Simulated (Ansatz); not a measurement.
GaO:
```
CELL_PARAMETERS angstrom
      3.10101     0.00000     0.00000
     -1.55050     2.68555     0.00000
      0.00000     0.00000    12.68994
ATOMIC_POSITIONS crystal
  Ga 0.33333 0.66667 0.15193
  Ga 0.66667 0.33333 0.65193
  Ga 0.66667 0.33333 0.84807
  Ga 0.33333 0.66667 0.34807
  O  0.33333 0.66667 0.59554
  O  0.66667 0.33333 0.09554
  O  0.66667 0.33333 0.40446
  O  0.33333 0.66667 0.90446
```

DFT-PBE+D3(BJ) in the program Ansatz with PAW potentials gives a gap of 0.95 eV without spin–orbit coupling, maximum off the standard path, at k = (-0.062, 0.010, 0.000) in fractions of the reciprocal vectors, minimum at Γ.

**Question.** What happens when spin–orbit coupling is switched on?

**Answer.** The gap is nearly the same, to 0.95 eV; maximum off the standard path, at k = (-0.062, 0.010, 0.000) in fractions of the reciprocal vectors, minimum at Γ.

**Question.** Give the electron effective mass with spin–orbit coupling.

**Answer.** 0.14, 0.26, 0.26 mₑ (principal values).

Space group P6_3/mmc. The start of the workflow was typed in or built on a structure type; neither database checked (COD, Materials Project) lists it. Its standing as an ambient phase is unchecked. The cell was relaxed with PBE+D3(BJ) under the symmetry of its start; whether a distortion lowers the energy is not shown.

Potentials: the earlier of the program's two PAW sets.
